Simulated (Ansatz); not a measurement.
The elements of this relaxed trial crystal are hidden behind letters.

```
lattice vectors (Å)
   3.3671    0.0000    0.0000
  -1.6836    2.9160    0.0000
   0.0000    0.0000   15.8429
fractional positions
X 0.0000 0.0000 0.0000
Z 0.6667 0.3333 0.8570
Z 0.0000 0.0000 0.6761
Z 0.6667 0.3333 0.5000
Z 0.0000 0.0000 0.3239
Z 0.6667 0.3333 0.1430
```

The calculation used DFT PBE, scalar-relativistic, plane waves, PAW (Ansatz). Cutoff 420 eV, Γ-centred 12×12×4 mesh (6-atom cell), Gaussian smearing of 0.10 eV, no spin polarisation.

* Space group: P-6m2 (No. 187)
* Conventional cell: a = 3.367 Å, c = 15.843 Å
* Volume per atom: 25.93 Å³
* Density: 6.64 g/cm³
* Energy over the elements: +0.22 eV/atom
* Gap on the 12×12×4 mesh of the 6-atom cell: 0 eV (a metal)

Energies are uncorrected and count from the elements' standard states at the same level.

Q: X is a p-block element of period 3 and Z is a p-block element of period 5. Which elements are they?

A: X = Si, Z = Sn, so the formula is SiSn5. Density times volume gives a mean mass of 6.64 × 25.93/1.6605 = 103.7 u per atom, and this set has 103.6 u. Si has 6 Sn at 2.99 Å and 6 Si at 3.37 Å; Sn on a site of symmetry 3m has 3 Si at 2.99 Å and 9 Sn at 3.37–3.46 Å; Sn on a second site of symmetry 3m is surrounded by 12 Sn at 3.37–3.46 Å; 1 more site not described. Other sets within the hints have nearly the same mass, so mass alone doesn't settle it; this one was computed.

Symmetry constrained the relaxation, so the result can be a saddle point.
